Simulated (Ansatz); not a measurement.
The slice is one period of a {110} plane through atoms; its size isn't given.

Calculation: PBE (plane waves to 420 eV, PAW, scalar-relativistic; Ansatz, an electronic-structure program). Inside the PAW spheres the values are not all-electron values, and peaks at nuclei hang on which shells count as valence.

```
|@@%%##++++==------------==++++##%%|
|####**++====================++**##|
|**++++++====++++****++++====++++++|
|============++########++==========|
|==========++**%%%%%%%%**++========|
|--------==++##%%@@@@%%##++==------|
|::::::----++**%%%%%%%%**++----::::|
|....::::--==++########++==--::::..|
|......::----==++****++==----::....|
|    ....::----========----::....  |
|      ....::------------::....    |
|        ....::::::::::::....      |
|        ......::::::::......      |
|          ................        |
|..            ........            |
|..........                ........|
|::::::......            ......::::|
|----::::....            ....::::--|
|==------::....        ....::------|
|======----::....    ....::----====|
|**++++==----::........::----==++++|
|####**++==--::::....::::--==++**##|
|@@%%##++==----::::::::----==++##%%|
|@@@@##**++==----::::----==++**##@@|
```
Scale: ten equal steps from -2.14 (start of ' ') to 1.36 (end of '@'), in the order ' .:-=+*#%@'. Values: log₁₀ of the valence density in e/Å³. The map has 17 points along u (two characters each, u = 0 at the left) and 24 along v (v = 0 in the bottom row). The scale is logarithmic, as a density can span decades between atoms and voids.

```
|xxxx2255779977443333447799775522xx|
|1122446699995533333333559999664422|
|4455668899663333444433336699886655|
|6666889977333322111122333377998866|
|88889988443333xxxxxxxx333344889988|
|66666655333333xxxxxxxx333333556666|
|33334444333333xxxxxxxx333333444433|
|1111223333334433111133443333332211|
|0000112233333344444444333333221100|
|0000001122333333333333333322110000|
|0000000011223333333333332211000000|
|0000000000112222333322221100000000|
|0000000000001111111111110000000000|
|0000000000000000000000000000000000|
|0000000000000000000000000000000000|
|1111000000000000000000000000000011|
|3333221100000000000000000000112233|
|6666553322000000000000000022335566|
|8888776644220000000000002244667788|
|6666777766441100000000114466777766|
|4455556677663311000011336677665555|
|1122445577775522000022557777554422|
|xxxx2255668866331111336688665522xx|
|xxxx1144669977443333447799664411xx|
```
Scale: ten equal steps from 0.01 (start of '0') to 0.67 (end of '9'), in the order '0123456789'. Values: electron localisation function (ELF). The map has 17 points along u (two characters each, u = 0 at the left) and 24 along v (v = 0 in the bottom row). Points within 0.5 Å of a nucleus are blanked (x), as the pseudised field means little there.

### Question
Which relaxed crystal do these maps come from?
A) CuI (zinc blende)
B) InSb (zinc blende)
C) BP (zinc blende)

### Answer
B, InSb (zinc blende). Atoms on the slice: Sb at (0.00, 0.00); In at (0.50, 0.75)

All were relaxed with their symmetry unable to fall. At this level the bands of InSb touch or barely overlap; measurements give the solid a gap. CuI is run without spin polarisation. Spin-orbit coupling is left out.
